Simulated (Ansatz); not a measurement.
# Elastic constants of C at 18 GPa (stress–strain coefficients): input and output

Method: DFT LDA, scalar-relativistic, plane waves, PAW in Ansatz.

Launched with:
```bash
ansatz run input.yaml --threads 1 --pin off --max-ram 3072MiB --backend cpu --events-out ev --progress --plain --runs-dir out
```

Input (bare energies are in eV):
```yaml
crystal:
  lattice:
    - [2.4141814509, 0.0, 0.0]
    - [-1.2070907254, 2.0907424658, 0.0]
    - [0.0, 0.0, 2.907029599]
  atoms:
    - { symbol: C, position: [0.3333333333, 0.6666666667, 0.0] }
    - { symbol: C, position: [0.6666666667, 0.3333333333, 0.0] }
basis:
  ecutwfc: 420
kpoints:
  mp_grid: { grid: [18, 18, 14] }
hamiltonian:
  xc: lda
scf:
  occupations: { method: fermi_dirac, width: 0.15 }
output:
  forces: true
  stress: true
  eigenvalues: true
elastic:
  mode: relaxed_ion
  amplitude: 0.005
```

From the output:
```
--- Elastic constants: 3 strain directions × 4 members + reference (group order 24) ---
  dense FFT box of the reference and of every strained cell: 18×18×20
  strains applied: 11, 33, 23; error gains: componentwise 1.00 (the most a stress slope's error grows in a printed constant), spectral 1.41 (1 for all six strains in a standard setting)
  C = ∂σ_k/∂η_j (tension-positive GPa; Voigt order 11 22 33 23 13 12):
      1350.166    303.696      8.020      0.000     -0.000     -0.000
       303.696   1350.166      8.020      0.000      0.000      0.000
         8.081      8.081    175.885      0.000      0.000      0.000
        -0.000      0.000     -0.000    -23.284      0.000     -0.000
         0.000     -0.000      0.000     -0.000    -23.284     -0.000
        -0.000     -0.000     -0.000     -0.000     -0.000    523.235
  reference stress σ⁰ (GPa):    -18.000    -18.000    -17.998     -0.000     -0.000      0.000
  C* (energy form; C + prestress term) asymmetry max|C*_kj − C*_jk| = 6.248e-2 GPa — a small one proves nothing (zero by symmetry where the batch's group is 432, −43m or m−3m); a large one is finite-difference/SCF noise where every solve ...
  moduli (Voigt/Reuss/Hill, GPa): K = 390.65/147.34/268.99   G = 265.76/-67.55/99.10   E = 264.79   ν = 0.336
  mechanically stable: NO (min eigenvalue of sym C = -23.28 GPa)
  the cell is mechanically unstable, and its weakest contacts join parallel layers: if it is meant as a slab among its images, read the layer's verdict in place of the crystal's
  the layer in its plane, per area (N/m: the tensor there times 2.9070 Å, the cell's volume per area; the error gains are the tensor's), 1 along (1.000, -0.000, 0.000), 2 along (0.000, 1.000, 0.000):
    C11 = 392.50   C22 = 392.50   C12 = 88.29   C66 = 152.11   C16 = -0.00   C26 = 0.00
  moduli of the layer (Voigt/Reuss/Hill, N/m): K = 240.39/240.39/240.39   G = 152.11/152.11/152.11   E = 372.64   ν = 0.225
  mechanically stable in its plane: yes (min eigenvalue of those constants = 152.11 N/m; a buckling out of the plane is not judged)
  the stresses are not corrected for the forces that the relaxations left standing (`elastic.f_tol`)
  strain η (Voigt 11):  stress-route row diagonal C_11 = 1350.17 GPa, energy-path curvature d²(F+E_count+ΔE)/dδ²/Ω₀ = 1350.20 GPa
    cells at ±δ against ±2δ: C11 1350.23 and 1350.41 GPa, apart by 0.01 % of the column's largest entry
         δ    σ_11 (GPa) F (eV) n_scf n_hpsi n_pw
    -1.000e-2     -31.8515        -485.7787133       2   70929    294   relax 4 steps, max|allowed force component| 6.76e-7 eV/Å
    -5.000e-3     -24.8378        -485.7916885       2   70954    296   relax 3 steps, max|allowed force component| 1.66e-6 eV/Å
     5.000e-3     -11.3355        -485.8082100       2   70841    298   relax 3 steps, max|allowed force component| 2.82e-6 eV/Å
     1.000e-2      -4.8434        -485.8118949       2   71054    300   relax 3 steps, max|allowed force component| 5.26e-6 eV/Å
  strain η (Voigt 33):  stress-route row diagonal C_33 = 175.88 GPa, energy-path curvature d²(F+E_count+ΔE)/dδ²/Ω₀ = 175.83 GPa
    cells at ±δ against ±2δ: C33 175.65 and 174.93 GPa, apart by 0.41 % of the column's largest entry
         δ    σ_33 (GPa) F (eV) n_scf n_hpsi n_pw
    -1.000e-2     -19.7839        -485.7841677       7   47885    293   relax 0 steps, max|allowed force component| 5.37e-16 eV/Å
    -5.000e-3     -18.8858        -485.7930718       4   41243    294   relax 0 steps, max|allowed force component| 3.70e-16 eV/Å
     5.000e-3     -17.1293        -485.8095536       4   39571    298   relax 0 steps, max|allowed force component| 1.48e-16 eV/Å
     1.000e-2     -16.2852        -485.8171996       5   40461    298   relax 0 steps, max|allowed force component| 3.89e-16 eV/Å
  strain η (Voigt 23):  stress-route row diagonal C_44 = -23.28 GPa, energy-path curvature d²(F+E_count+ΔE)/dδ²/Ω₀ = -14.21 GPa
    cells at ±δ against ±2δ: C44 -23.27 and -23.23 GPa, apart by 0.16 % of the column's largest entry
         δ    σ_23 (GPa) F (eV) n_scf n_hpsi n_pw
    -1.000e-2       0.2323        -485.8015500       2  117813    296   relax 2 steps, max|allowed force component| 4.73e-5 eV/Å
    -5.000e-3       0.1164        -485.8015110       2  117901    296   relax 1 steps, max|allowed force component| 3.03e-5 eV/Å
     5.000e-3      -0.1164        -485.8015110       2  117837    296   relax 1 steps, max|allowed force component| 3.03e-5 eV/Å
     1.000e-2      -0.2323        -485.8015500       2  117905    296   relax 2 steps, max|allowed force component| 4.73e-5 eV/Å
```

Time: 80 s on 1 thread of Intel(R) Xeon(R) 6975P-C (Granite Rapids) (shared host), peak memory 0.51 GiB.

In a metal, frequencies and elastic constants depend on the k mesh and the smearing, soft modes and shear constants most. The crystal is built of layers and no dispersion correction was added, so the binding between them is poorly described, and with it their spacing and whatever depends on it.

As the tensor has a negative eigenvalue, the Reuss and Hill moduli of a polycrystal, and E and ν formed from them, have no physical meaning here.

The least eigenvalue is -23.3 GPa; in a metal on this mesh the verdict on stability isn't firm within about 20 GPa or a tenth of the bulk modulus.

This form isn't the element's structure at ambient conditions.